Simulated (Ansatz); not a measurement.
KCl (rock salt, space group No. 225), the program Ansatz at the PBEsol level (PAW): ε∞ = 2.38, cell volume 60.84 Å³. Infrared-active transverse modes:

```csv
ω_TO (cm⁻¹),oscillator strength S_xx (e²/amu)
138.3,0.06789
```

Question: Compute the static dielectric constant.

Answer: Each mode adds (4.921e7/V) S/ω²: 2.87. So ε0 = 5.25.

Question: What LO frequency does the Lyddane–Sachs–Teller relation give?

Answer: ω_LO = ω_TO √(ε0/ε∞) = 205 cm⁻¹.

Space group Fm-3m (rock salt). The cell was relaxed with PBEsol under the symmetry of its start; of distortions, only those at the zone centre were tested.

Potentials: the later of the program's two PAW sets.
